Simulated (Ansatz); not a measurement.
A generator proposed this cell of Ta₄W.

Space group R-3m:H (No. 166). a = 4.570 Å, b = 4.570 Å, c = 13.993 Å, α = 90.00°, β = 90.00°, γ = 120.00°
| atom | site | symmetry | x | y | z |
| --- | --- | --- | --- | --- | --- |
| Ta | 6c | 3m | 0.0000 | 0.0000 | 0.9000 |
| Ta | 6c | 3m | 0.0000 | 0.0000 | 0.7000 |
| W | 3b | -3m | 0.6667 | 0.3333 | 0.8333 |

Computed with Ansatz, DFT PBE, scalar-relativistic, plane waves, PAW. Cutoff 420 eV; k points 6×6×6 on the computed 5-atom cell (Γ-centred); Gaussian smearing, width 0.10 eV; no spin polarisation.

The zero of energy is the elements' standard structures at the same level; no fitted shifts are applied.

Problem. What does a single point on this coarse mesh give?

Solution. The pressure is 12.2 GPa (the mean over three directions, positive in compression), the largest force is 0.64 eV/Å, and the energy is 0.00 eV/atom against the elements. The shortest distance is 2.80 Å.

Problem. Is it a good guess?

Solution. A good one: relaxing gains under 0.1 eV/atom (the start's value is from the coarse mesh, so the gain is rough) in 9 ionic steps and ends at −0.04 eV/atom on the finer mesh. The symmetry stays R-3m (No. 166). The volume per atom grows by 5.4 %, from 16.9 to 17.8 Å³. The shortest distance goes from 2.80 Å (Ta–W and Ta–Ta) to 2.79 Å (Ta–W). Conventional cell: a = 4.646 Å, c = 14.264 Å. Ta on its first site is surrounded by 3 W at 2.83 Å, 5 Ta at 2.88–2.92 Å and 6 Ta at 3.25–3.27 Å; around Ta on its second site lie 1 W at 2.79 Å, 7 Ta at 2.81–2.88 Å, 3 Ta at 3.27 Å and 3 W at 3.32 Å; around W lie 8 Ta at 2.79–2.83 Å and 6 Ta at 3.32 Å.

The last run used a 12×12×12 mesh for its 5-atom cell and Gaussian smearing of 0.10 eV. Spin–orbit coupling, which can matter for Ta and W, is left out. The relaxation can't lower the symmetry of the start, and the grade says only how near the guess is to its own end. A structure relaxed within its symmetry needn't be a true minimum.
